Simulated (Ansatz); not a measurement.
SnGe (CsCl type, Pm-3m) at seven volumes, DFT-PBEsol in the program Ansatz with PAW potentials, scaled uniformly. One row is withheld.

```
V (Å³/atom)  P (GPa)
-----------  -------
20.054          7.66
20.715          4.68
21.376          2.14
22.038          0.00
22.699         -1.88
23.360             ?
24.021         -4.60
```

Question: Fit the shown pressures and predict the withheld one.

Answer: P = (3/2)B₀(x^(7/2) − x^(5/2))[1 + (3/4)(B′ − 4)(x − 1)] with x = (V₀/V)^(2/3). Least squares on the six rows gives V₀ = 22.032 Å³/atom, B₀ = 65.4 GPa, B′ = 4.68. At V = 23.360, x = 0.9617 and P = -3.34 GPa. The run itself gave -3.40 GPa.

The cell is a constructed one: a structure type filled with these elements; neither database checked (COD, Materials Project) lists it. Whether it is the stable phase at ambient conditions was not checked. The PBEsol relaxation kept the symmetry of its start. At this level the phase is mechanically unstable. Scalar-relativistic: spin–orbit coupling is off unless named, which matters more the heavier the elements.

Potentials: the later of the program's two PAW sets.
